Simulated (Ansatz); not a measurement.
Input:

Al2Ru:
Space group I4/mmm (No. 139); a = b = 3.099 Å, c = 8.352 Å, α = β = γ = 90.00°

| atom | site | symmetry | x | y | z |
|---|---|---|---|---|---|
| Al | 4e | 4mm | 0.0000 | 0.0000 | 0.3409 |
| Ru | 2a | 4/mmm | 0.0000 | 0.0000 | 0.0000 |
(The calculation used a cell of 3 atoms; values per cell refer to that cell.)

This is the LDA-relaxed structure.

**Question.** All from plane-wave PAW LDA (Ansatz code), unless another level is named. Predict the highest zone-centre frequency.

**Answer.** 451 cm^-1.

**Question.** Give the bulk modulus (Birch–Murnaghan fit).

**Answer.** 187 GPa.

The first step of the workflow began from a Materials Project structure, measured or hypothetical; the Crystallography Open Database copy checked does not list it. With Al and Ru taken as one species the cell has the higher symmetry I4/mmm, so it may be an ordered model of a mixed-site phase. Its standing as an ambient phase is unchecked. The cell was relaxed with LDA under the symmetry of its start; of distortions, only those at the zone centre were tested. No spin polarisation was allowed. As this level gives no gap, phonon frequencies hold no LO–TO term and depend on the k-mesh and smearing (Fermi–Dirac, 0.1 eV here). Axis ratios of metals converge slowly with the k-mesh, so a and c are less sure than the volume.

Potentials: the later of the program's two PAW sets.
